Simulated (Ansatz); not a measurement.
# Cd started on a Si site and Cd started on a Si site, 6.51 Å apart on the ideal sites in rutile SiO2, 72 atoms, charge 0

Theory: DFT, PBEsol, PAW, plane waves in Ansatz.

Command:

```sh
ansatz run in.yaml --threads 8 --pin off --max-ram 118750MiB --runs-dir r --events-out ev --progress --plain --backend cuda --devices 0, --max-vram 170GiB
```

The input less its lattice and atoms (starting moments on atoms near the defect: 4 μB in all):

```yaml
crystal:
  symmetry: { detect: false }
kpoints:
  mp_grid: { grid: [1, 1, 1], shift: [0.25, 0.25, 0.25] }
hamiltonian:
  xc: pbesol
magnetization:
  spin_polarized: true
scf:
  occupations: { method: fermi_dirac, width: 0.01 }
relax:
  f_tol: 0.03
  max_steps: 80
  escape_saddle: false
  adjacent_minimum: "off"
output:
  forces: true
  eigenvalues: true
  populations: true
```

Start:

```
Cd Si O
1.0
     8.38869    0.00000    0.00000
     0.00000    8.38869    0.00000
     0.00000    0.00000    8.03564
Cd Si O
2 22 48
Cartesian
  0.0206 8.3652 0.0017
  4.1976 4.2221 2.7004
  0.0151 0.0058 2.6813
  0.0144 0.0183 5.3454
  8.3881 4.2309 0.0013
  0.0123 4.1811 2.6824
  0.0079 4.1949 5.3397
  4.2052 0.0228 0.0349
  4.1736 0.0133 2.6678
  4.1900 0.0072 5.3385
  4.1876 4.1727 8.0111
  4.2225 4.2100 5.3436
  2.1083 2.0983 1.3079
  2.1030 2.0201 4.0008
  2.1283 2.0361 6.6868
  2.1082 6.2827 1.3587
  2.0991 6.2995 4.0102
  2.0941 6.2658 6.7100
  6.2985 2.0728 1.3409
  6.2652 2.1057 4.0156
  6.2999 2.0857 6.7096
  6.3001 6.3115 1.3327
  6.2596 6.2757 4.0181
  6.3026 6.2892 6.6544
  1.2935 1.2902 0.0244
  1.3135 1.2653 2.6785
  1.2551 1.2838 5.3665
  1.2981 5.4811 8.0109
  1.2572 5.5093 2.6590
  1.2673 5.4971 5.4025
  5.4384 1.3104 0.0299
  5.4489 1.2741 2.7145
  5.4995 1.2667 5.3836
  5.5034 5.5186 0.0342
  5.4801 5.4719 2.6940
  5.4799 5.4696 5.3348
  2.9174 2.9150 8.0295
  2.9077 2.9341 2.6687
  2.9064 2.9239 5.3665
  2.9248 7.1080 0.0128
  2.8689 7.1006 2.7104
  2.9284 7.0917 5.3644
  7.1122 2.9204 0.0301
  7.1078 2.9010 2.6398
  7.0837 2.9047 5.3792
  7.0845 7.1137 8.0213
  7.1041 7.1011 2.6961
  7.1100 7.1351 5.3564
  0.8131 3.3194 1.3660
  0.7825 3.3565 4.0431
  0.8071 3.3749 6.6929
  0.7994 7.6002 1.3688
  0.8396 7.5868 4.0370
  0.8224 7.5663 6.7257
  4.9773 3.3577 1.3109
  5.0249 3.3565 4.0279
  5.0187 3.4045 6.6699
  5.0333 7.5854 1.3826
  5.0259 7.5597 4.0098
  4.9950 7.5599 6.6916
  3.3663 0.8191 1.3324
  3.3542 0.8118 4.0013
  3.3709 0.8278 6.7284
  3.3736 5.0172 1.3366
  3.3390 5.0210 4.0055
  3.4215 5.0279 6.6853
  7.5447 0.8148 1.3936
  7.5801 0.7812 3.9937
  7.5638 0.8335 6.6956
  7.5824 5.0485 1.3482
  7.5824 4.9932 4.0052
  7.5509 5.0087 6.7465
```

Steps:

```tsv
step	energy less the first (eV)	largest force component (eV/Å)
start	0.000	9.135
1	-7.817	3.541
2	-10.248	0.692
3	-10.370	0.354
4	-10.397	0.147
5	-10.398	0.102
6	-10.403	0.028
```

End:

```xyz
72
Lattice="8.3887 0.0000 0.0000 0.0000 8.3887 0.0000 0.0000 0.0000 8.0356" Properties=species:S:1:pos:R:3 pbc="T T T"
Cd    8.3820    8.3825    0.0044
Cd    4.1994    4.2001    2.6820
Si    8.3866    8.3870    2.7178
Si    0.0053    0.0061    5.3266
Si    0.0026    4.1976    0.0016
Si    8.3848    4.1915    2.6853
Si    8.3884    4.1937    5.3610
Si    4.1973    0.0027    0.0015
Si    4.1909    8.3852    2.6851
Si    4.1929    0.0004    5.3609
Si    4.1949    4.1961    8.0042
Si    4.1867    4.1873    5.3956
Si    2.0962    2.0969    1.3437
Si    2.0525    2.0531    4.0270
Si    2.1400    2.1404    6.6951
Si    2.0967    6.2916    1.3432
Si    2.0847    6.3045    4.0319
Si    2.1085    6.2789    6.6900
Si    6.2905    2.0967    1.3433
Si    6.3037    2.0850    4.0320
Si    6.2779    2.1092    6.6901
Si    6.2911    6.2916    1.3435
Si    6.3384    6.3390    4.0338
Si    6.2431    6.2435    6.6877
O     1.4105    1.4112    8.0204
O     1.2365    1.2380    2.6806
O     1.2885    1.2896    5.3662
O     1.2239    5.5305    8.0129
O     1.3311    5.4195    2.7017
O     1.2682    5.4658    5.3604
O     5.5298    1.2240    8.0129
O     5.4186    1.3316    2.7017
O     5.4651    1.2687    5.3603
O     5.4341    5.4348    8.0332
O     5.6082    5.6096    2.7045
O     5.4774    5.4780    5.3443
O     2.9550    2.9565    0.0063
O     2.7819    2.7820    2.7024
O     2.9037    2.9050    5.3564
O     2.8622    7.1632    8.0203
O     2.9699    7.0520    2.7095
O     2.9252    7.1167    5.3618
O     7.1627    2.8627    8.0205
O     7.0515    2.9701    2.7094
O     7.1160    2.9258    5.3618
O     6.9731    6.9744    8.0170
O     7.1482    7.1485    2.6889
O     7.1042    7.1046    5.3778
O     0.8054    3.3878    1.3434
O     0.7857    3.3591    4.0314
O     0.8340    3.4076    6.6908
O     0.8841    7.4762    1.5656
O     0.8180    7.5685    4.0280
O     0.9102    7.5228    6.4741
O     5.1064    3.3110    1.1208
O     5.0582    3.2825    4.2481
O     5.0135    3.3758    6.6946
O     5.0029    7.5795    1.3433
O     5.0317    7.6038    4.0336
O     4.9792    7.5509    6.6885
O     3.3873    0.8055    1.3433
O     3.3585    0.7859    4.0316
O     3.4074    0.8349    6.6907
O     3.3101    5.1072    1.1210
O     3.2817    5.0586    4.2480
O     3.3754    5.0144    6.6945
O     7.4757    0.8840    1.5655
O     7.5675    0.8182    4.0278
O     7.5222    0.9110    6.4741
O     7.5787    5.0040    1.3432
O     7.6028    5.0323    4.0336
O     7.5502    4.9799    6.6888
```

Self-consistency was reached.

Time: 10 s of wall time on one NVIDIA GB200 with 8 processor threads, on a host shared with other runs; peak host memory 1.9 GiB.

(1) How much energy did the relaxation gain, and which atom moved most?

The moment started at 4 μB and ended at 2.0 μB; no other spin state is shown. The program warned that the state may not be the lowest. The one k point has no symmetry partners, which can distort the end along one axis.

Results:

(1) 10.40 eV in 6 steps, from a start with small random displacements; atom 54 (O) moved 0.27 Å, the median atom 0.05 Å (drift of the whole cell removed).
